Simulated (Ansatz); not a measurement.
Nb (bcc, W type)

```
Nb
1.0
   -1.65147     1.65147     1.65147
    1.65147    -1.65147     1.65147
    1.65147     1.65147    -1.65147
Nb
1
Direct
  0.00000   0.00000   0.00000
```

The slice is a {211} plane (indices of the conventional cell) through the point (0.000, 0.000, 0.000) (fractional), spanned by u = [111] and v = [1 0 -1] in vectors of this cell: u (2.86 Å) and v (4.67 Å, at 90° to u). It covers one period; positions are fractions (u, v).

Level of theory: r2SCAN (plane waves to 500 eV, PAW, scalar-relativistic; Ansatz, a program for electronic structure). k mesh 20×20×20. These are valence fields of a PAW run, semicore shells included where kept as valence: close to a nucleus they are smooth pseudo fields. Nb is run without spin polarisation. Nb was relaxed with its symmetry unable to fall. The PAW data are Ansatz's earlier set.

Three fields on this plane, each scaled to ten steps between its own extremes (0 low, 9 high; the total valence density on a logarithmic scale, the potential cut 8 eV below its top; x marks points blanked near nuclei; v = 0 in the bottom row):

Map A
```
|xxxxxxx0034300xxxxxx|
|xxxxxxx0145410xxxxxx|
|xxxxxxx0256520xxxxxx|
|xxxxxx004676400xxxxx|
|xxxxx00367876300xxxx|
|xxxx0035789875300xxx|
|00001357899987531000|
|11234678999998764321|
|55567789999999877655|
|77788888999998888877|
|88888888888888888888|
|99988877777777788899|
|99988776666666778899|
|99887665555555667889|
|99877655444445567789|
|98877654444444567788|
|99877655444445567789|
|99887665555555667889|
|99988776666666778899|
|99988877777777788899|
|88888888888888888888|
|77788888999998888877|
|55567789999999877655|
|11234678999998764321|
|00001357899987531000|
|xxxx0035789875300xxx|
|xxxxx00367876300xxxx|
|xxxxxx004676400xxxxx|
|xxxxxxx0256520xxxxxx|
|xxxxxxx0145410xxxxxx|
|xxxxxxx0034300xxxxxx|
|xxxxxxx0034300xxxxxx|
```

Map B
```
|xxxxxxx9532359xxxxxx|
|xxxxxxx8422248xxxxxx|
|xxxxxxx6321236xxxxxx|
|xxxxxx842111248xxxxx|
|xxxxx85311011358xxxx|
|xxxx7531100011357xxx|
|88754211000001124578|
|44332110000000112334|
|22211100000000011122|
|11110000000000000111|
|00000000000000000000|
|00000111111111110000|
|00000111111111110000|
|00000112222222110000|
|00001112222222111000|
|00001122222222211000|
|00001112222222111000|
|00000112222222110000|
|00000111111111110000|
|00000111111111110000|
|00000000000000000000|
|11110000000000000111|
|22211100000000011122|
|44332110000000112334|
|88754211000001124578|
|xxxx7531100011357xxx|
|xxxxx85311011358xxxx|
|xxxxxx842111248xxxxx|
|xxxxxxx6321236xxxxxx|
|xxxxxxx8422248xxxxxx|
|xxxxxxx9532359xxxxxx|
|xxxxxxx9532359xxxxxx|
```

Map C
```
|xxxxxxx3112113xxxxxx|
|xxxxxxx2012102xxxxxx|
|xxxxxxx1023201xxxxxx|
|xxxxxx101343101xxxxx|
|xxxxx10025652001xxxx|
|xxxx1001478741001xxx|
|22100014689864100012|
|00001246899986421000|
|22234567899987654322|
|55566677888887766655|
|77777766666666677777|
|88776555544455556778|
|77665443333333445667|
|66544332222222334456|
|65433222222222223345|
|55432222111112222345|
|65433222222222223345|
|66544332222222334456|
|77665443333333445667|
|88776555544455556778|
|77777766666666677777|
|55566677888887766655|
|22234567899987654322|
|00001246899986421000|
|22100014689864100012|
|xxxx1001478741001xxx|
|xxxxx10025652001xxxx|
|xxxxxx101343101xxxxx|
|xxxxxxx1023201xxxxxx|
|xxxxxxx2012102xxxxxx|
|xxxxxxx3112113xxxxxx|
|xxxxxxx4111114xxxxxx|
```

### Question
Assign the maps to these fields: electron localisation function (ELF); valence electron density; electrostatic potential energy of an electron, from the cell's mean.

### Answer
A is the electrostatic potential energy of an electron, from the cell's mean; B is the valence electron density; C is the electron localisation function (ELF).
